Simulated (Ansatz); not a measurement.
# Ansatz 0.2.0, single run: Sr$_{3}$Al$_{2}$As$_{2}$

Run with:

```bash
ansatz run input.yaml --threads 1 --pin off --max-ram 2560MiB --backend cpu --events-out ev --progress --plain --runs-dir out
```

input.yaml:

```yaml
crystal:
  lattice:
    - [0.0, 0.0, 4.86213]
    - [4.391062, 0.0, 0.0]
    - [2.195531, 9.733602, -2.431065]
  atoms:
    - { symbol: Al, position: [0.3584, 0.6416, 0.7168] }
    - { symbol: Al, position: [0.6416, 0.3584, 0.2832] }
    - { symbol: As, position: [0.4351, 0.0649, 0.8702] }
    - { symbol: As, position: [0.5649, 0.9351, 0.1298] }
    - { symbol: Sr, position: [0.0, 0.5, 0.0] }
    - { symbol: Sr, position: [0.1832, 0.8168, 0.3664] }
    - { symbol: Sr, position: [0.8168, 0.1832, 0.6336] }
  symmetry: { tolerance: 0.0003 }
kpoints:
  mp_grid: { grid: [4, 4, 4], shift: [0, 0, 0] }
magnetization:
  spin_polarized: false
scf:
  occupations: { method: cold, width: 0.15 }
hamiltonian:
  pseudopotentials: { kind: paw }
  xc: pbe
basis:
  ecutwfc: 420
output:
  forces: true
  stress: true
  eigenvalues: true
  write_density: true
  write_potential: true
  elf: true
  volumetric_format: npy
```

Origin of the cell: a known structure type with other elements, at an estimated volume, so it need not be a known compound.

Output (shortened):

```
Pseudopotentials: kind: paw
Pseudopotential: Al, paw, valence charge 3, recommended cutoff 420 eV (normal), Al.paw.azcp
Pseudopotential: As, paw, valence charge 15, recommended cutoff 420 eV (normal), As.paw.azcp
Pseudopotential: Sr, paw, valence charge 10, recommended cutoff 420 eV (normal), Sr.paw.azcp
Functional definition: PBE
  exchange = pbe_x(kappa = kappa, mu = beta*pi^2/3)
  correlation = pbe_c(beta = beta)
Crystal: 7 atoms, lattice volume = 207.812 Å³
Basis set: ecut = 420 eV, 4039 PW (Γ), exchange–correlation on 72×60×144 points (8 copies of the dense FFT grid, shifted against one another)
Bands: 40, of which v1, the nominal top of the filled ones, is band 33 counted from 1 (32 counted from 0)
Symmetry: 8 space group operations
Space group: Immm (ITA 71), of the structure as read, at distance tolerance 1.8e-3 Å
[… 7 lines left out …]
Initial density: superposition of atomic densities (neutral atoms: chi_scale 0, normalization atom), corrected by the library's trained network
Functional: x = pbe(κ = 0.804, μ = 0.219515), c = pbe(β = 0.066725)
SCF iter   1: F=—  HF=-21423.503781 eV  Δρ=2.37e-3  dr2=3.40e-2
SCF iter   2: F=—  HF=-21423.502117 eV  S|Δr|=    0.00e0  Δρ=1.47e-3  dr2=1.43e-2
SCF iter   3: F=—  HF=-21423.499997 eV  S|Δr|=    0.00e0  Δρ=4.09e-4  dr2=5.70e-4
SCF iter   4: F=—  HF=-21423.499956 eV  S|Δr|=    0.00e0  Δρ=1.73e-4  dr2=1.86e-4
SCF iter   5: F=—  HF=-21423.499938 eV  S|Δr|=    0.00e0  Δρ=9.31e-5  dr2=4.57e-5
SCF iter   6: F=—  HF=-21423.499984 eV  S|Δr|=    0.00e0  Δρ=3.65e-5  dr2=5.50e-6
SCF iter   7: F=—  HF=-21423.499983 eV  S|Δr|=    0.00e0  Δρ=7.94e-6  dr2=2.12e-7
SCF iter   8: F=-21423.499983 eV  HF=-21423.499983 eV  S|Δr|=    0.00e0  Δρ=2.10e-6  dr2=1.54e-8
SCF 1 converged in 8 iterations: F = -21423.499983 eV  dr2 = 1.54e-8
SCF converged after 8 iterations
Stability not checked: this state was not tested for a lower state beside it, because cold or Methfessel-Paxton smearing, or corrected tetrahedra, fill the levels in a way that the test cannot read (fill_not_monotonic; […]
Free energy (F): -21423.499983 eV
Harris-Foulkes:  -21423.499983 eV  (|F-HF|=0.00e0)
Internal energy: -21423.486050 eV  (E = F + TS)
E sigma→0 (E₀):  -21423.495339 eV
Entropy (-TS):   -0.013934 eV (-1.991 meV/atom)
Fermi energy:    7.575895 eV
--- Per-component energies (eV) ---
  E_band       = -849.763083
  E_kinetic    = 980.529960
  E_local      = -7287.808613  (includes V_loc(G=0)·N_el)
  E_nonlocal   = -714.034025
  E_hartree    = 3267.577355
  E_xc         = -754.719811
  E_vxc        = -698.410132  (∫ρ·V_xc dr)
  E_paw        = -12688.942219  (= ΣΔE_a)
  E_vpaw       = 334.802710  (= ΣTr[D̂ρ^β])
  E_aug_tail   = 0.000008  (compensation charges beyond the density's cutoff)
  E_ewald      = -4226.088705
  E_smearing   = -0.013934  (= −TS)
  Σ components = -21423.499983   (vs F -21423.499983, Δ=0.00e0)
--- Forces (eV/Å), atoms counted from 1 ---
  atom   1  Al     0.000000     0.298080     0.000000
  atom   2  Al     0.000000    -0.298080     0.000000
  atom   3  As     0.000000    -1.030750     0.000000
  atom   4  As     0.000000     1.030750     0.000000
  atom   5  Sr     0.000000     0.000000     0.000000
  atom   6  Sr     0.000000    -0.133202     0.000000
  atom   7  Sr     0.000000     0.133202     0.000000
  max |Σ_I F_I| component: 2.78e-17 eV/Å
--- Stress (GPa, compression-positive) ---
       -0.747007       0.000000       0.000000
        0.000000       0.459624       0.000000
        0.000000       0.000000      -1.155377
  P = ⅓ Tr σ = -0.4809 GPa (-4.809 kbar)
```

Caveats: the k mesh is coarse if the cell is a metal.

Time: 9.4 s on 1 thread of Arm Neoverse V2 (shared host), peak memory 0.45 GiB, from the program's own first density.
